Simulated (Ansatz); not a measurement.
## SnBi3 (Fm-3m), trigonal deformation path

Method: Ansatz, DFT PBEsol, scalar-relativistic, plane waves, PAW. Cutoff 420 eV, Γ-centred 12×12×12 k-points, Gaussian smearing of 0.15 eV. Spin–orbit coupling is left out, which can shift energies with elements as heavy as these. No spin polarisation. Energies are free energies at this smearing, counted from the undisturbed cell; pressure is positive in compression.

The starting cell (relaxed at this level; with this scan's settings it stands at 0.1 GPa; it needn't be the usual structure):

```
CELL_PARAMETERS angstrom
0.00000 3.87945 3.87945
3.87945 0.00000 3.87945
3.87945 3.87945 0.00000
ATOMIC_POSITIONS crystal
Sn 0.00000 0.00000 0.00000
Bi 0.25000 0.25000 0.25000
Bi 0.75000 0.75000 0.75000
Bi 0.50000 0.50000 0.50000
```

At fixed volume and fractional coordinates, lengths along (0.577, 0.577, 0.577) are scaled against those across it; ρ is that ratio over its starting value. The cell is metallic on the mesh throughout.

```tsv
ρ	ΔE (meV/atom)
0.500	5646.6
0.600	2117.1
0.710	727.7
1.000	0.0
1.410	47.5
2.000	17.2
```

Q: Predict the pressure (GPa) at each point.

A:
```csv
ρ,pressure (GPa)
0.500,81.6
0.600,33.5
0.710,12.2
1.000,0.1
1.410,3.5
2.000,6.3
```

Cost: 6 runs of about 7 core-minutes in all, on Intel Xeon Processor @ 2.50GHz (Skylake/Cascade Lake) (shared hosts).